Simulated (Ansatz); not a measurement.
# Structures of Cu₂Te: which is lowest?

Plane-wave DFT in Ansatz with scalar-relativistic PAW potentials, cutoff 500 eV, Γ-centred meshes chosen by cell and gap, Gaussian smearing with energies taken to zero width. Every cell was relaxed (cell and atoms) in a run of its own, within the symmetry of its start. Functional: r2SCAN.

Relaxed structures (starts from databases or built by putting these elements on another compound's sites):
A. P6_3/mmc, 6 atoms in the computed cell, a = 4.213 Å, c = 7.543 Å; sites (symmetry × multiplicity) Cu 3m. × 4, Te -6m2 × 2; start: built
B. P6/mmm, 6 atoms in the computed cell, a = 4.265 Å, c = 8.824 Å; sites (symmetry × multiplicity) Cu 3m. × 4, Te 6mm × 2; start: database

Task: Rank them by energy. Could pressure change the order?

Result:
| structure | group | E − E(lowest) (meV/atom) | V (Å³/atom) | gap on mesh (eV) |
| --- | --- | --- | --- | --- |
| A | P6_3/mmc | 0.0 | 19.32 | 0.00 |
| B | P6/mmm | 58 | 23.16 | 0.00 |

A is lowest, 58 meV/atom under B. The lowest is also the densest of these, so pressure wouldn't bring one of the others in at first order. Other structures may lie lower than all of these, and vibrations aren't counted.

Spin-orbit coupling is left out, which matters for the bands of heavy elements.